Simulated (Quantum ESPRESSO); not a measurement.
# Computed records: Al3ZnN3O (made-up cell), Al2ZnSiN4 (made-up cell)

Calculation on a made-up crystal cell, not a measurement: periodic Kohn-Sham density functional theory in plane waves with PseudoDojo standard norm-conserving scalar-relativistic pseudopotentials, each functional with its own files (v0.5 for PBE, v0.4.1 for LDA and PBEsol), no spin polarisation, no spin-orbit coupling, atoms not relaxed, stress positive in tension, energies less a fixed whole-eV offset for each atom's element; levels are Kohn-Sham levels at fractions of this cell's reciprocal vectors, counted from the reference band (half the neutral cell's valence electrons, rounded up) at Gamma; error bars cover cutoff and k-mesh only, not smearing or the files; added strain carries the atoms with the cell, and shear is the tensor component; each bar is the largest change over components, and at least 0.002 eV, 0.002 eV per angstrom or 0.02 GPa; energies are for the whole cell, and the offsets were chosen from early runs and are not element reference energies. Program: Quantum ESPRESSO 7.5.

Settings shared by all entries: lattice type wurtzite; functional pbe; cutoff 1143 eV; fermi dirac smearing 0.025 eV; scf tolerance 1e-07 eV; electrons removed 0; k mesh 6 x 4 x 4, shifted by half a step.

```yaml
- entry: 1
  formula: Al3ZnN3O
  kind: "made-up cell"
  unstrained_structure:
    cell_angstrom:
      - [3.0182, -0.0192, 0.0303]
      - [-0.0332, 5.3552, -0.0461]
      - [0.0495, -0.0435, 5.0605]
    atoms_fractional:
      - [Al, 0.01757, -0.01501, -0.01672]
      - [Al, 0.48846, 0.49164, 0.0012]
      - [Zn, 0.52631, 0.17734, 0.48413]
      - [Al, -0.01279, 0.67025, 0.51431]
      - ["N", 0.00906, -0.00387, 0.36999]
      - [O, 0.49463, 0.50061, 0.37208]
      - ["N", 0.45993, 0.14809, 0.85742]
      - ["N", -0.00687, 0.6639, 0.88434]
  given:
    added_strain_kind: zz
    added_strain: 0.0006
    structure_shown: "before the added strain of 0.0006"
    atom_site: [1, 2, 3, 4, 5, 6, 7, 8]
    "atom_energy_offset [eV]": [-64, -64, -5687, -64, -283, -452, -283, -283]
  results:
    "free_energy_less_offsets [eV]": -1.177
    "smearing_term_minus_ts [eV]": 0.0
    scf_iterations: 13
    "pressure [GPa]": 17.18
    "stress_xx [GPa]": -24.52
    "stress_yy [GPa]": -17.45
    "stress_zz [GPa]": -9.57
    "stress_yz [GPa]": 0.0988
    "stress_xz [GPa]": 5.944
    "stress_xy [GPa]": -4.243
    force_site: [1, 2, 3, 4, 5, 6, 7, 8]
    "force_x [eV/angstrom]": [-3.289, -0.1422, -0.6266, 0.2831, 0.598, -0.3273, 3.545, -0.04024]
    "force_y [eV/angstrom]": [1.534, -1.848, -2.364, 1.944, -3.219, 3.308, 2.989, -2.344]
    "force_z [eV/angstrom]": [2.518, -0.9439, 0.9387, -1.149, -1.87, -0.7056, 2.078, -0.8665]
    reference_band: 25
    level_k_point: [Gamma, "(1/2,1/2,1/2)", "(0.15,0,0)", "(0,0.15,0)", "(0,0,0.15)"]
    "next_band_up [eV]": [0.5788, 1.993, 1.465, 0.9618, 1.036]
    "error_bar_energy [eV]": 0.002
    "error_bar_stress [GPa]": 0.02917
    "error_bar_force [eV/angstrom]": 0.002
    "error_bar_next_band_up [eV]": 0.002
    error_bars_from: "tighter rerun of a related cell"
- entry: 2
  formula: Al3ZnN3O
  kind: "made-up cell"
  unstrained_structure:
    cell_angstrom:
      - [3.0182, -0.0192, 0.0303]
      - [-0.0332, 5.3552, -0.0461]
      - [0.0495, -0.0435, 5.0605]
    atoms_fractional:
      - [Al, 0.01757, -0.01501, -0.01672]
      - [Al, 0.48846, 0.49164, 0.0012]
      - [Zn, 0.52631, 0.17734, 0.48413]
      - [Al, -0.01279, 0.67025, 0.51431]
      - ["N", 0.00906, -0.00387, 0.36999]
      - [O, 0.49463, 0.50061, 0.37208]
      - ["N", 0.45993, 0.14809, 0.85742]
      - ["N", -0.00687, 0.6639, 0.88434]
  given:
    added_strain_kind: zz
    added_strain: 0.0096
    structure_shown: "before the added strain of 0.0096"
    atom_site: [1, 2, 3, 4, 5, 6, 7, 8]
    "atom_energy_offset [eV]": [-64, -64, -5687, -64, -283, -452, -283, -283]
  results:
    "free_energy_less_offsets [eV]": -1.212
    "smearing_term_minus_ts [eV]": 0.0
    scf_iterations: 13
    "pressure [GPa]": 15.22
    "stress_xx [GPa]": -23.66
    "stress_yy [GPa]": -16.6
    "stress_zz [GPa]": -5.414
    "stress_yz [GPa]": 0.06361
    "stress_xz [GPa]": 5.808
    "stress_xy [GPa]": -4.134
    force_site: [1, 2, 3, 4, 5, 6, 7, 8]
    "force_x [eV/angstrom]": [-3.254, -0.1388, -0.6441, 0.2832, 0.5999, -0.3218, 3.519, -0.04326]
    "force_y [eV/angstrom]": [1.522, -1.817, -2.367, 1.922, -3.178, 3.273, 2.953, -2.308]
    "force_z [eV/angstrom]": [2.551, -0.8891, 1.091, -1.023, -1.927, -0.7674, 1.937, -0.9722]
    reference_band: 25
    level_k_point: [Gamma, "(1/2,1/2,1/2)", "(0.15,0,0)", "(0,0.15,0)", "(0,0,0.15)"]
    "next_band_up [eV]": [0.5063, 1.938, 1.394, 0.8912, 0.9722]
    "error_bar_energy [eV]": 0.002
    "error_bar_stress [GPa]": 0.02917
    "error_bar_force [eV/angstrom]": 0.002
    "error_bar_next_band_up [eV]": 0.002
    error_bars_from: "tighter rerun of a related cell"
- entry: 3
  formula: Al3ZnN3O
  kind: "made-up cell"
  unstrained_structure:
    cell_angstrom:
      - [3.0182, -0.0192, 0.0303]
      - [-0.0332, 5.3552, -0.0461]
      - [0.0495, -0.0435, 5.0605]
    atoms_fractional:
      - [Al, 0.01757, -0.01501, -0.01672]
      - [Al, 0.48846, 0.49164, 0.0012]
      - [Zn, 0.52631, 0.17734, 0.48413]
      - [Al, -0.01279, 0.67025, 0.51431]
      - ["N", 0.00906, -0.00387, 0.36999]
      - [O, 0.49463, 0.50061, 0.37208]
      - ["N", 0.45993, 0.14809, 0.85742]
      - ["N", -0.00687, 0.6639, 0.88434]
  given:
    added_strain_kind: zz
    added_strain: 0.0131
    structure_shown: "before the added strain of 0.0131"
    atom_site: [1, 2, 3, 4, 5, 6, 7, 8]
    "atom_energy_offset [eV]": [-64, -64, -5687, -64, -283, -452, -283, -283]
  results:
    "free_energy_less_offsets [eV]": -1.22
    "smearing_term_minus_ts [eV]": 0.0
    scf_iterations: 13
    "pressure [GPa]": 14.5
    "stress_xx [GPa]": -23.33
    "stress_yy [GPa]": -16.28
    "stress_zz [GPa]": -3.882
    "stress_yz [GPa]": 0.05028
    "stress_xz [GPa]": 5.757
    "stress_xy [GPa]": -4.093
    force_site: [1, 2, 3, 4, 5, 6, 7, 8]
    "force_x [eV/angstrom]": [-3.241, -0.1375, -0.6502, 0.2832, 0.6002, -0.3196, 3.509, -0.04438]
    "force_y [eV/angstrom]": [1.517, -1.805, -2.369, 1.915, -3.162, 3.26, 2.939, -2.295]
    "force_z [eV/angstrom]": [2.56, -0.8717, 1.145, -0.9802, -1.944, -0.7878, 1.887, -1.008]
    reference_band: 25
    level_k_point: [Gamma, "(1/2,1/2,1/2)", "(0.15,0,0)", "(0,0.15,0)", "(0,0,0.15)"]
    "next_band_up [eV]": [0.4778, 1.916, 1.365, 0.8634, 0.947]
    "error_bar_energy [eV]": 0.002
    "error_bar_stress [GPa]": 0.02917
    "error_bar_force [eV/angstrom]": 0.002
    "error_bar_next_band_up [eV]": 0.002
    error_bars_from: "tighter rerun of a related cell"
- entry: 4
  formula: Al3ZnN3O
  kind: "made-up cell"
  unstrained_structure:
    cell_angstrom:
      - [3.0182, -0.0192, 0.0303]
      - [-0.0332, 5.3552, -0.0461]
      - [0.0495, -0.0435, 5.0605]
    atoms_fractional:
      - [Al, 0.01757, -0.01501, -0.01672]
      - [Al, 0.48846, 0.49164, 0.0012]
      - [Zn, 0.52631, 0.17734, 0.48413]
      - [Al, -0.01279, 0.67025, 0.51431]
      - ["N", 0.00906, -0.00387, 0.36999]
      - [O, 0.49463, 0.50061, 0.37208]
      - ["N", 0.45993, 0.14809, 0.85742]
      - ["N", -0.00687, 0.6639, 0.88434]
  given:
    added_strain_kind: zz
    added_strain: 0.0231
    structure_shown: "before the added strain of 0.0231"
    atom_site: [1, 2, 3, 4, 5, 6, 7, 8]
    "atom_energy_offset [eV]": [-64, -64, -5687, -64, -283, -452, -283, -283]
  results:
    "free_energy_less_offsets [eV]": -1.229
    "smearing_term_minus_ts [eV]": 0.0
    scf_iterations: 13
    "pressure [GPa]": 12.52
    "stress_xx [GPa]": -22.43
    "stress_yy [GPa]": -15.4
    "stress_zz [GPa]": 0.2705
    "stress_yz [GPa]": 0.02027
    "stress_xz [GPa]": 5.616
    "stress_xy [GPa]": -3.979
    force_site: [1, 2, 3, 4, 5, 6, 7, 8]
    "force_x [eV/angstrom]": [-3.203, -0.1343, -0.6661, 0.2829, 0.6012, -0.3132, 3.48, -0.04718]
    "force_y [eV/angstrom]": [1.503, -1.771, -2.369, 1.892, -3.118, 3.222, 2.898, -2.257]
    "force_z [eV/angstrom]": [2.574, -0.8338, 1.284, -0.8698, -1.984, -0.8314, 1.758, -1.098]
    reference_band: 25
    level_k_point: [Gamma, "(1/2,1/2,1/2)", "(0.15,0,0)", "(0,0.15,0)", "(0,0,0.15)"]
    "next_band_up [eV]": [0.3959, 1.856, 1.284, 0.7833, 0.8743]
    "error_bar_energy [eV]": 0.002
    "error_bar_stress [GPa]": 0.02917
    "error_bar_force [eV/angstrom]": 0.002
    "error_bar_next_band_up [eV]": 0.002
    error_bars_from: "tighter rerun of a related cell"
- entry: 5
  formula: Al2ZnSiN4
  kind: "made-up cell"
  unstrained_structure:
    cell_angstrom:
      - [3.056, 0.0101, 0.0087]
      - [0.0175, 5.2911, 0.0538]
      - [0.0142, 0.0507, 4.9096]
    atoms_fractional:
      - [Al, 0.01219, 0.00431, 0.0191]
      - [Al, 0.50092, 0.51196, -0.01157]
      - [Zn, 0.51559, 0.1677, 0.46537]
      - [Si, 0.00062, 0.66261, 0.5085]
      - ["N", 0.00419, -0.00414, 0.39991]
      - ["N", 0.46833, 0.50217, 0.36565]
      - ["N", 0.47949, 0.16838, 0.85511]
      - ["N", -0.00013, 0.66784, 0.88127]
  given:
    added_strain_kind: "biaxial xx and yy"
    added_strain: -0.0115
    structure_shown: "before the added strain of -0.0115"
    atom_site: [1, 2, 3, 4, 5, 6, 7, 8]
    "atom_energy_offset [eV]": [-64, -64, -5687, -115, -283, -283, -283, -283]
  results:
    "stress_zz [GPa]": null
    "stress_yy [GPa]": null
    "stress_xx [GPa]": null
    "pressure [GPa]": null
```

Q: What stress zz does the calculation give for Al2ZnSiN4 (made-up cell) (entry 5)?
A: -16.56 GPa

Q: Give the missing stress yy for Al2ZnSiN4 (made-up cell) (entry 5).
A: -22.4 GPa

Q: Give the missing stress xx for Al2ZnSiN4 (made-up cell) (entry 5).
A: -31.99 GPa

Q: Al2ZnSiN4 (made-up cell) (entry 5): pressure?
A: 23.65 GPa

Further results for Al2ZnSiN4 (made-up cell) (entry 5):

```
free energy less offsets : -2.091 eV
smearing term minus ts   : 0 eV
scf iterations           : 13
stress yz                : 3.178 GPa
stress xz                : 3.659 GPa
stress xy                : 4.221 GPa
error bar energy         : 0.002 eV
error bar stress         : 0.03573 GPa
error bar force          : 0.002352 eV/Å
error bars from          : tighter rerun of a related cell
```

Forces:
```
site  x (eV/Å)  y (eV/Å)  z (eV/Å)
   1    -1.165     1.412    -1.749
   2   -0.1864    -3.302   -0.1483
   3   -0.9378    -0.142     2.046
   4   -0.7277     2.247   -0.6816
   5    0.9464    -6.296    -2.236
   6    0.9499     4.683     1.398
   7     1.288    0.7709      3.97
   8   -0.1679    0.6272    -2.599
```
